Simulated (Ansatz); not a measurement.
AgAu in space group R-3m (No. 166; Ag on 3a, Au on 3b), DFT-LDA in the program Ansatz with PAW potentials, all energies at zero smearing, with the estimated change up to a 700 eV cutoff added, with one set of potentials and settings (totals compare only within such a set). Cell of 2 atoms (1 Ag, 1 Au): -20323.199 eV.

```json
[
 {"element": "Ag", "reference phase": "P6_3/mmc, 4 atoms in the cell", "E (eV/atom)": "-7458.1511"},
 {"element": "Au", "reference phase": "Fm-3m, 1 atoms in the cell", "E (eV/atom)": "-12864.9550"}
]
```

Formation energy per atom, worked out: (-20323.199 − 1×(-7458.1511) − 1×(-12864.9550))/2 = -0.046 eV/atom (-4 kJ per mol of atoms), at 0 K, without zero-point energy or fitted corrections.

The workflow started from a Materials Project entry (that database holds measured and hypothetical structures alike); the Crystallography Open Database copy checked does not list it. With Ag and Au taken as one species the cell has the higher symmetry Fm-3m, so it may be an ordered model of a mixed-site phase. Its standing as an ambient phase is unchecked. The LDA relaxation kept the symmetry of its start; its stability against distortions is not shown here. No spin polarisation was allowed. The references are the lowest solids computed at this level, not always the standard phases. Scalar-relativistic: spin–orbit coupling is off unless named, which matters more the heavier the elements.

Potentials: the later of the program's two PAW sets.
